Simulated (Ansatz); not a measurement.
Li$_{2}$SiS$_{3}$ in space group Cmc2_1 (No. 36; Li on 8b, Si on 4a, S on 8b, S on 4a), plane-wave PAW r²SCAN (Ansatz code), all energies at zero smearing, with the estimated change up to a 700 eV cutoff added, with one set of potentials and settings (totals compare only within such a set). Cell of 12 atoms (4 Li, 2 Si, 6 S): -7548.065 eV.

| element | reference phase | E (eV/atom) |
|---|---|---|
| Li | Fm-3m, 1 atoms in the cell | -205.1371 |
| Si | Fd-3m, 2 atoms in the cell | -639.0667 |
| S | P2/c, 32 atoms in the cell | -905.8156 |

Formation energy per atom, worked out: (-7548.065 − 4×(-205.1371) − 2×(-639.0667) − 6×(-905.8156))/12 = -1.207 eV/atom (-116 kJ per mol of atoms), at 0 K, without zero-point energy or fitted corrections.

The workflow started from a Materials Project entry (that database holds measured and hypothetical structures alike); the Crystallography Open Database copy checked does not list it. Whether it is the stable phase at ambient conditions was not checked. The r²SCAN relaxation kept the symmetry of its start; whether a distortion lowers the energy is not shown. The references are the lowest solids computed at this level, not always the standard phases.

Potentials: the later of the program's two PAW sets.
